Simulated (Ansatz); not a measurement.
Mo (bcc, W type), conventional cell a = b = c = 3.1506 Å, α = β = γ = 90.00°. The calculation uses the primitive cell of 1 atom, to which meshes and values per cell refer.

The volume is varied about the relaxed value V₀ at fixed cell shape. Symmetry pins the atoms to their sites.

Computed with r2SCAN (plane waves to 500 eV, PAW, scalar-relativistic; Ansatz, a quantum-chemistry and plane-wave program). k mesh 21×21×21 (Γ-centred), Fermi-Dirac smearing 0.05 eV. E stands for the smeared free energy. Mo is run without spin polarisation. Mo was relaxed with its symmetry unable to fall. The zero of ΔE is the relaxed starting cell. The last digit holds for this mesh only.

| V (Å³/atom) | ΔE (meV/atom) |
|---|---|
| 14.699 | 53.0 |
| 14.886 | 33.2 |
| 15.074 | 18.3 |
| 15.262 | 7.9 |
| 15.449 | 1.9 |
| 15.637 | 0.0 |
| 15.825 | 1.9 |
| 16.012 | 7.3 |
| 16.200 | 16.2 |
| 16.388 | 28.2 |
| 16.575 | 43.1 |

Q: What is the fitted pressure derivative B₀′?

A: 4.2.

Q: What bulk modulus B₀ follows from a third-order Birch-Murnaghan fit?

A: 271 GPa.

(A scan under strain: stresses follow from slopes of the energy per volume, elastic moduli from its curvatures.)
